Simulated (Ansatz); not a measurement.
Relaxed ZrPbO₃ (cubic perovskite):

```
ZrPbO3
1.0
    8.21717     0.00000     0.00000
    4.10859     4.10859     0.00000
    0.00000     0.00000     4.10859
Zr Pb O
2 2 6
Cartesian
  0.00000   0.00000   0.00000
  4.10859   0.00000   0.00000
  2.05429   2.05429   2.05429
  6.16288   2.05429   2.05429
  2.05429   0.00000   0.00000
  6.16288   0.00000   0.00000
  8.21717   2.05429   0.00000
  4.10859   2.05429   0.00000
  0.00000   0.00000   2.05429
  4.10859   0.00000   2.05429
```

The atoms are displaced by Q × the pattern below (from a DFPT mode at M = (0.5, 0.5, 0.0), largest move 1; Q in Å), at fixed cell. (q is in reciprocal vectors of the primitive cell; the cell shown is doubled to hold the pattern.)

```
atom       x       y      z
----  ------  ------  -----
O5     0.000   1.000  0.000
O6     0.000  -1.000  0.000
O7    -1.000   0.000  0.000
O8     1.000   0.000  0.000
```

Atoms not listed stay in place.

Level of theory: LDA (plane waves to 420 eV, PAW, scalar-relativistic; Ansatz, a quantum-chemistry and plane-wave program). k mesh 8×8×8 (Γ-centred), Fermi-Dirac smearing 0.05 eV. E stands for the smeared free energy. Spin-orbit coupling is left out, though Pb is heavy. This is a high-temperature form of ZrPbO3. ZrPbO3 is run without spin polarisation. ZrPbO3 was relaxed with its symmetry unable to fall. ΔE is measured from the undisplaced structure.

```csv
Q (Å),ΔE (meV/cell)
-0.660,196
-0.550,-204
-0.440,-334
-0.330,-290
-0.220,withheld
-0.110,-48
0.000,0
0.110,-48
0.220,withheld
0.330,-290
0.440,-334
0.550,-204
0.660,196
```

Fit an even polynomial form (powers 2, 4, 6) to the given rows and predict ΔE at Q = 0.220.

Least squares on the 11 given rows: ΔE = (-3954)·Q² + (12550)·Q⁴ + (-5595)·Q⁶, in meV/cell with Q in Å; root-mean-square residual 1.4 meV/cell. At 0.220 the fit gives -163 meV/cell; the calculation gives -166 meV/cell, so the interpolation is off by 3 (+1.8 %). The quadratic term alone would give -191 meV/cell: it is negative, as the undisplaced cell is unstable along this move.

(A displaced cell: forces are minus the slopes of the energy, force constants its curvatures, and phonons follow from these.)
